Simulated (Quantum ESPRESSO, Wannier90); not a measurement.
**InP (wurtzite), plane waves to Wannier functions**

```yaml
crystal:
  lattice:
    - [4.16811, 0.00000, 0.00000]
    - [-2.08405, 3.60969, 0.00000]
    - [0.00000, 0.00000, 6.83999]
  atoms:
    - { symbol: In, position: [0.66667, 0.33333, 0.50020] }
    - { symbol: In, position: [0.33333, 0.66667, 0.00020] }
    - { symbol: P, position: [0.66667, 0.33333, 0.87480] }
    - { symbol: P, position: [0.33333, 0.66667, 0.37480] }
```

Structure: Materials Project mp-966800, symmetrised, not relaxed again. Not found in the COD (Crystallography Open Database) copy used, which has the formula in other groups; not checked further. Level: PBEsol, no spin polarisation, no spin-orbit coupling; pw.x of Quantum ESPRESSO at 56 Ry with PseudoDojo potentials, 12×12×6 k-points, Wannier90. Density: 12×12×6 mesh, Gaussian smearing 0.01 Ry. Spin-orbit coupling is left out although heavy elements are present.

The plane-wave run has 36 bands and 36 electrons a cell. On the energy scale of pw.x, whose zero is arbitrary, the valence-band maximum lies at 6.81 eV.

Input w.win, without the blocks of cell, atoms and k-points (864 lines):

```
num_bands = 26
num_wann = 16
exclude_bands = 1-10
num_iter = 1000
conv_tol = 1.0e-6
conv_window = 4
dis_num_iter = 1000
dis_conv_tol = 1.0e-6
dis_froz_max = 8.86
write_hr = true
write_u_matrices = true
begin projections
f=-0.34555,0.32491,-0.50294: s;p
f=0.33585,-0.33107,-0.00696: s;p
f=-0.33289,0.34094,-0.13095: s;p
f=0.34530,-0.32403,0.37788: s;p
end projections
mp_grid = 13 12 6
```

Task: This input has a fault. Which, and what does the program do?

Result: wannier90.x -pp stops with:
```
Error: Wrong number of lines in block kpoints
```
The product of the three numbers of mp_grid differs from the number of lines in the kpoints block. Mended as below, all else unchanged, the run goes through (Ω_I = 28.0 Å²) and follows the plane-wave bands to 0.7 meV rms (states up to 1.6 eV relative to the valence-band maximum).
```
mp_grid = 12 12 6
```
